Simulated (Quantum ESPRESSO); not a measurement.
TiPd4W3 (simulated cell), ZrNbIn4Os2 (simulated cell), HfMgTa3Al3 (simulated cell), Al2InMo4Au (simulated cell) and others (calculated)

Computed with Quantum ESPRESSO 7.5. Calculation on a made-up metal alloy cell, not a measurement: no spin or spin-orbit, unrelaxed, 2900 K smearing, stress positive in tension, cell energy less fitted offsets, added strain carries the atoms with the cell, shear as tensor component; periodic Kohn-Sham density functional theory in plane waves with PseudoDojo standard norm-conserving scalar-relativistic pseudopotentials, each functional with its own files (v0.5 for PBE, v0.4.1 for LDA and PBEsol), eight atoms on drawn sites of a strained close-packed or body-centred lattice, each displaced and held fixed; the energy is the cell's free energy, ions and the entropy term -TS included, at the stated Fermi-Dirac width, less a fixed offset for each atom's element (shifted free energy); compositions with an open d shell lost a parallel starting moment in a cheaper test run, and other magnetic orders were not tried; an error bar is the largest change of its kind in a tighter rerun, never given below 0.002 eV, 0.02 GPa or 0.003 eV/angstrom, and covers cutoff and k-mesh only, not smearing or the files.

Common to all runs: functional pbe; fermi dirac smearing 0.25 eV; electrons removed 0; structure shown before the added strain.

Notes on all entries: heavy elements are run without spin-orbit coupling, which real alloys of them have; a spin test at this wide smearing found no moment, but such smearing suppresses magnetism that the real alloy may have; lattice, volume and sites are drawn at random and may be unstable or far from any real phase; energies are for the whole cell, less offsets fitted to these runs, so they are not formation energies.

(1) TiPd4W3 (simulated cell)

```
cell vectors (Å)
  -2.8219     0.0000     0.0000
   0.0000     4.8877    -4.6308
   0.0000    -4.8877    -4.6308
atoms (fractions of the cell vectors)
Ti -0.00950  0.00380 -0.00242
W  -0.01995  0.41324  0.08091
Pd -0.01237  0.49998  0.49480
Pd -0.02016  0.91524  0.58161
W   0.49275  0.15975  0.33312
Pd  0.47291  0.25930  0.74851
Pd  0.51093  0.67227  0.83220
W   0.50239  0.75091  0.24989
```

| Quantity | Value |
| --- | --- |
| lattice type | hexagonal close-packed |
| cutoff | 1143 eV |
| added strain kind | shear xy |
| added strain | -0.023 |
| k mesh | 8 x 4 x 4 shifted half a step off Gamma on each axis |
| entropy term negative ts | -1.383 eV |
| pressure | -3.79 GPa |
| stress xx | 6.54 GPa |
| stress yy | 1.05 GPa |
| stress zz | 3.76 GPa |
| stress yz | -1.55 GPa |
| stress xz | -0.76 GPa |
| stress xy | -3.06 GPa |
| shifted free energy | -0.355 eV |

Atoms:
```tsv
atoms element	atom site	atom energy offset (eV)
Ti	1	-1615.4
W	2	-2063.48
Pd	3	-3687.45
Pd	4	-3687.45
W	5	-2063.48
Pd	6	-3687.45
Pd	7	-3687.45
W	8	-2063.48
```

Forces:
```tsv
site	x (eV/Å)	y (eV/Å)	z (eV/Å)
1	0.036	0.283	0.992
2	-0.221	0.264	-0.305
3	-0.033	0.254	0.468
4	-0.324	0.463	0.076
5	0.152	-0.046	-0.634
6	-0.106	-0.747	-0.01
7	0.227	-0.322	-0.495
8	0.269	-0.149	-0.092
```

Notes: error bars: energy 0.014 eV, stress 0.11 GPa, force 0.0071 eV/Å, from a tighter rerun of a related cell, whose elements or sites may differ.

(2) ZrNbIn4Os2 (simulated cell)

```
cell vectors (Å)
   0.0068    -0.0135    -5.0610
   0.0235     5.4114     0.0148
   6.3453     0.0272    -0.0086
atoms (fractions of the cell vectors)
In -0.00423  0.00689  0.00178
In -0.00205 -0.00007  0.49910
Zr  0.00082  0.49741  0.24424
In  0.00364  0.50976  0.74661
Os  0.50067  0.33501 -0.00474
Os  0.49253  0.32704  0.50375
In  0.49367  0.82778  0.25401
Nb  0.49045  0.83794  0.74987
```

| Quantity | Value |
| --- | --- |
| lattice type | hexagonal close-packed |
| cutoff | 1116 eV |
| added strain kind | zz |
| added strain | 0.0107 |
| k mesh | 5 x 4 x 4 shifted half a step off Gamma on each axis |
| entropy term negative ts | -1.512 eV |
| pressure | -13.34 GPa |
| stress xx | 13.18 GPa |
| stress yy | 12.31 GPa |
| stress zz | 14.54 GPa |
| stress yz | 0.26 GPa |
| stress xz | -0.08194 GPa |
| stress xy | -0.15 GPa |
| shifted free energy | 0.406 eV |

Atoms:
```tsv
atoms element	atom site	atom energy offset (eV)
In	1	-1808.02
In	2	-1808.02
Zr	3	-1377.61
In	4	-1808.02
Os	5	-2753.07
Os	6	-2753.07
In	7	-1808.02
Nb	8	-1694.67
```

Forces:
```tsv
site	x (eV/Å)	y (eV/Å)	z (eV/Å)
1	-0.153	0.486	0.055
2	0.09	0.695	0.115
3	0.063	-1.26	0.067
4	-0.024	-0.611	0.184
5	-0.387	0.074	0.008
6	0.385	-0.056	-0.036
7	-0.089	0.189	-0.187
8	0.115	0.483	-0.206
```

Notes: error bars: energy 0.0026 eV, stress 0.02 GPa, force 0.017 eV/Å, from a tighter rerun of a related cell, whose elements or sites may differ.

(3) HfMgTa3Al3 (simulated cell)

```
cell vectors (Å)
  -0.0026     0.0168    -4.8449
   0.0811     5.2832    -0.0184
   6.0635     0.0937     0.0033
atoms (fractions of the cell vectors)
Al -0.00485  0.01285  0.00941
Mg  0.01169 -0.01958  0.50206
Hf -0.01200  0.49978  0.26403
Al  0.01765  0.49359  0.75091
Ta  0.50815  0.34363 -0.00548
Al  0.52288  0.32952  0.50676
Ta  0.48160  0.84284  0.24004
Ta  0.49847  0.81491  0.73095
```

| Property | Result |
| --- | --- |
| lattice type | hexagonal close-packed |
| cutoff | 1143 eV |
| added strain kind | shear xy |
| added strain | -0.0047 |
| k mesh | 5 x 5 x 4 shifted half a step off Gamma on each axis |
| entropy term negative ts | -1.242 eV |
| pressure | -7.19 GPa |
| stress xx | 8.34 GPa |
| stress yy | 9.26 GPa |
| stress zz | 3.96 GPa |
| stress yz | -0.37 GPa |
| stress xz | -0.42 GPa |
| stress xy | 2.47 GPa |
| shifted free energy | -0.151 eV |

Atoms:
```tsv
atoms element	atom site	atom energy offset (eV)
Al	1	-63.26
Mg	2	-1616.19
Hf	3	-1535.13
Al	4	-63.26
Ta	5	-1771.44
Al	6	-63.26
Ta	7	-1771.44
Ta	8	-1771.44
```

Forces:
```tsv
site	x (eV/Å)	y (eV/Å)	z (eV/Å)
1	-0.309	-0.198	-0.011
2	0.252	0.633	0.548
3	-0.999	0.442	-0.673
4	0.44	0.047	0.277
5	0.012	-0.223	0.392
6	0.121	-0.267	0.535
7	-0.422	0.087	-0.724
8	0.905	-0.521	-0.344
```

Notes: error bars: energy 0.002 eV, stress 0.02 GPa, force 0.01 eV/Å, from a tighter rerun of a related cell, whose elements or sites may differ.

(4) Al2InMo4Au (simulated cell)

```
cell vectors (Å)
  -0.0169     2.0039     1.9601
  -3.9128    -0.0049     0.0388
  -0.0875    -8.1409     7.9654
atoms (fractions of the cell vectors)
Mo -0.02274  0.00357  0.00264
Mo -0.00827  0.00333  0.25136
Mo -0.00862  0.00497  0.49734
Al -0.00148  0.00652  0.74779
Al  0.50056  0.48862  0.12538
Mo  0.49311  0.50350  0.37361
Au  0.51084  0.50597  0.62303
In  0.50507  0.49602  0.87369
```

| Item | Value |
| --- | --- |
| lattice type | face-centred cubic |
| cutoff | 1088 eV |
| added strain kind | zz |
| added strain | -0.0004 |
| k mesh | 8 x 6 x 2 shifted half a step off Gamma on each axis |
| entropy term negative ts | -1.255 eV |
| pressure | 12.94 GPa |
| stress xx | -14.41 GPa |
| stress yy | -11.24 GPa |
| stress zz | -13.17 GPa |
| stress yz | -5.18 GPa |
| stress xz | -2.07 GPa |
| stress xy | 0.6 GPa |
| shifted free energy | -0.238 eV |

Atoms:
```tsv
atoms element	atom site	atom energy offset (eV)
Mo	1	-1911.95
Mo	2	-1911.95
Mo	3	-1911.95
Al	4	-63.26
Al	5	-63.26
Mo	6	-1911.95
Au	7	-4032.82
In	8	-1808.02
```

Forces:
```tsv
site	x (eV/Å)	y (eV/Å)	z (eV/Å)
1	0.569	-0.289	1.085
2	0.321	0.16	0.016
3	-0.109	0.93	-0.864
4	0.162	0.69	-0.674
5	-0.517	-0.363	0.078
6	-0.034	-0.037	0.059
7	0.149	-0.679	0.409
8	-0.54	-0.411	-0.108
```

Notes: error bars: energy 0.01 eV, stress 0.094 GPa, force 0.0085 eV/Å, from a tighter rerun of a related cell, whose elements or sites may differ.

(5) LiMgAl4Ir2 (simulated cell)

```
cell vectors (Å)
  -0.0284     4.9907     0.0634
   2.8045     0.0424     4.6287
   2.8877    -0.0752    -4.6804
atoms (fractions of the cell vectors)
Mg  0.01318 -0.00865 -0.01564
Al  0.01980  0.50478  0.51377
Li  0.35441  0.24412  0.75421
Ir  0.36901  0.74419  0.23354
Ir  0.48254  0.23468  0.23623
Al  0.51100  0.76894  0.73232
Al  0.85485  0.00016  0.50377
Al  0.84511  0.49949  0.00089
```

| Property | Result |
| --- | --- |
| lattice type | hexagonal close-packed |
| cutoff | 1143 eV |
| added strain kind | biaxial xx and yy |
| added strain | 0.0245 |
| k mesh | 6 x 6 x 6 shifted half a step off Gamma on each axis |
| entropy term negative ts | -0.862 eV |
| pressure | -11.59 GPa |
| stress xx | 11.34 GPa |
| stress yy | 17.17 GPa |
| stress zz | 6.25 GPa |
| stress yz | 1.5 GPa |
| stress xz | -4.47 GPa |
| stress xy | -1.37 GPa |
| shifted free energy | -0.804 eV |

Atoms:
```tsv
atoms element	atom site	atom energy offset (eV)
Mg	1	-1616.19
Al	2	-63.26
Li	3	-195.67
Ir	4	-3133.86
Ir	5	-3133.86
Al	6	-63.26
Al	7	-63.26
Al	8	-63.26
```

Forces:
```tsv
site	x (eV/Å)	y (eV/Å)	z (eV/Å)
1	0.984	0.12	-0.554
2	-1.132	0.225	0.458
3	0.124	-0.004	0.435
4	0.254	-0.202	-0.302
5	0.386	0.931	0.003
6	-0.382	-0.016	-0.494
7	-0.685	-0.532	0.972
8	0.452	-0.522	-0.517
```

Notes: error bars: energy 0.0038 eV, stress 0.024 GPa, force 0.004 eV/Å, from a tighter rerun of a related cell, whose elements or sites may differ.
